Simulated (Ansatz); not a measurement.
Relaxed GaN (wurtzite):

```
CELL_PARAMETERS angstrom
      3.18312     0.00000     0.00000
     -1.59156     2.75667     0.00000
      0.00000     0.00000     5.18363
ATOMIC_POSITIONS crystal
  Ga 0.66667 0.33333 0.00099
  Ga 0.33333 0.66667 0.50099
  N  0.66667 0.33333 0.62421
  N  0.33333 0.66667 0.12421
```

Scan: atom 2 (Ga, nearest neighbour N at 1.946 Å; its periodic images, 3.2 Å or more away, move with it) is displaced along Cartesian [111], direction (0.577, 0.577, 0.577) in Cartesian axes, by s. The other atoms stay.

Calculation: r2SCAN (plane waves to 500 eV, PAW, scalar-relativistic; Ansatz, an electronic-structure program). k mesh 10×10×5 (Γ-centred), Fermi-Dirac smearing 0.05 eV. F∥ is the force on the atom along that direction. GaN was relaxed with its symmetry unable to fall. 

| s (Å) | F∥ (eV/Å) |
|---|---|
| -0.190 | 2.908 |
| -0.152 | 2.352 |
| -0.114 | 1.780 |
| -0.076 | 1.196 |
| -0.038 | 0.602 |
| 0.000 | 0.000 |
| 0.038 | -0.606 |
| 0.076 | -1.215 |
| 0.114 | -1.824 |
| 0.152 | -2.432 |
| 0.190 | -3.037 |

**Question.** What is the force constant k = d²E/ds² of this move at s = 0?

**Answer.** 15.9 eV/Å². The forces along the line at the two nearest points give (0.602 − (-0.606)) / (2·0.038) = 15.89 eV/Å²; the next pair corrects for the finite step.

(A displaced cell: forces are minus the slopes of the energy, force constants its curvatures, and phonons follow from these.)
